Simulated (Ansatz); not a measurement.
ZnS (zinc blende)

```cif
data_S4Zn4
_chemical_formula_sum 'S4 Zn4'
_space_group_name_H-M_alt 'F-43m'
_space_group_IT_number 216
_space_group_name_Hall 'F -4 2 3'
_cell_length_a 5.35692
_cell_length_b 5.35692
_cell_length_c 5.35692
_cell_angle_alpha 90.000
_cell_angle_beta 90.000
_cell_angle_gamma 90.000
loop_
_atom_site_label
_atom_site_type_symbol
_atom_site_symmetry_multiplicity
_atom_site_Wyckoff_symbol
_atom_site_fract_x
_atom_site_fract_y
_atom_site_fract_z
_atom_site_occupancy
S1 S 4 c 0.25000 0.25000 0.25000 1
Zn1 Zn 4 a 0.00000 0.00000 0.00000 1
```
(The calculation used a cell of 2 atoms; values per cell refer to that cell.)

Two coordinates are scanned: the volume, and the ratio of the stretch along z (the conventional c axis) to the stretch across it. Atoms keep their fractional coordinates.

All values below come from PBEsol (plane waves to 420 eV, PAW, scalar-relativistic; Ansatz, a quantum-chemistry and plane-wave program). k mesh 11×11×11 (Γ-centred), Fermi-Dirac smearing 0.05 eV. Compression counts positive. The PAW data are Ansatz's earlier set. ZnS was relaxed with its symmetry unable to fall. 

| σzz (GPa) | V/V₀ = 0.960 | V/V₀ = 0.980 | V/V₀ = 1.000 | V/V₀ = 1.020 | V/V₀ = 1.040 |
|---|---|---|---|---|---|
| (c/a)/(c/a)₀ = 0.920 | 5.16 | 3.38 | 1.79 | 0.36 | -0.92 |
| (c/a)/(c/a)₀ = 0.960 | 4.47 | 2.64 | 1.01 | -0.46 | -1.78 |
| (c/a)/(c/a)₀ = 1.000 | 3.52 | 1.66 | -0.01 | -1.50 | -2.84 |
| (c/a)/(c/a)₀ = 1.040 | 2.32 | ___ | -1.24 | ___ | -4.10 |
| (c/a)/(c/a)₀ = 1.080 | 0.91 | -0.98 | -2.67 | -4.17 | -5.52 |

### Question
What belongs in the gaps?

### Answer

- (c/a)/(c/a)₀ = 1.040, V/V₀ = 0.980: 0.44
- (c/a)/(c/a)₀ = 1.040, V/V₀ = 1.020: -2.75

(Under strain, the slope of the energy per volume gives the stress and its curvature an elastic modulus.)
